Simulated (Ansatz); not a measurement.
**Optical constants of Be5Ge**

Method: Ansatz, DFT PBEsol, scalar-relativistic, plane waves, PAW. Cutoff 420 eV, 9×9×10 k-points (Γ-centred), Fermi-Dirac smearing of 0.15 eV. No spin polarisation.

Relaxed structure:
```
CELL_PARAMETERS angstrom
4.40683 0.00000 0.00000
-2.20341 3.81642 0.00000
0.00000 0.00000 3.59534
ATOMIC_POSITIONS crystal
Be 0.33333 0.66667 0.00000
Be 0.66667 0.33333 0.00000
Be 0.50000 0.00000 0.50000
Be 0.50000 0.50000 0.50000
Be 0.00000 0.50000 0.50000
Ge 0.00000 0.00000 0.00000
```

The cell was built by swapping an element in a database structure (itself possibly hypothetical) and relaxing; it need not be the stable form of this composition. In a metal these results depend on the k mesh and the smearing.

Independent-particle response (no local fields, no excitons) on a 15×15×16 mesh, broadened by 0.1 eV; the Drude term is undamped and its weight carries the smearing above, which sets much of it in a semimetal. The run couldn't bound its error over part or most of this range, so small peaks and near ties are unsure. Light polarised along z. ε₁ lacks the small share of bands above those solved.

Q: Tabulate ε₁ and ε₂ against photon energy.

A:
| E (eV) | ε₁ | ε₂ |
| --- | --- | --- |
| 0.2 | -1133.49 | 85.06 |
| 0.6 | -100.14 | 75.38 |
| 1.0 | -45.83 | 64.24 |
| 1.4 | -35.73 | 32.99 |
| 1.8 | -20.35 | 20.48 |
| 2.2 | -9.36 | 18.54 |
| 2.6 | -13.41 | 17.82 |
| 3.0 | -7.57 | 12.17 |
| 3.4 | -3.35 | 12.04 |
| 3.8 | -5.34 | 17.84 |
| 4.2 | -8.61 | 11.17 |
| 4.6 | -7.29 | 8.99 |
| 5.0 | -6.65 | 7.56 |
| 5.4 | -4.04 | 6.78 |
| 5.8 | -6.79 | 7.00 |
| 6.2 | -6.08 | 4.48 |
| 6.6 | -4.98 | 3.73 |
| 7.0 | -4.40 | 3.31 |
| 7.4 | -4.11 | 2.91 |
| 7.8 | -3.65 | 2.55 |
| 8.2 | -3.73 | 2.33 |
| 8.6 | -3.29 | 1.64 |
| 9.0 | -2.79 | 1.34 |
| 9.4 | -2.44 | 1.26 |
| 9.8 | -2.25 | 1.08 |
| 10.2 | -1.97 | 0.89 |
| 10.6 | -1.68 | 0.77 |
| 11.0 | -1.45 | 0.73 |
| 11.4 | -1.25 | 0.68 |
| 11.8 | -1.09 | 0.67 |

Q: Where is the highest local maximum of ε₂ between 0.3 and 12 eV?

A: At 0.4 eV, where ε₂ = 83.7.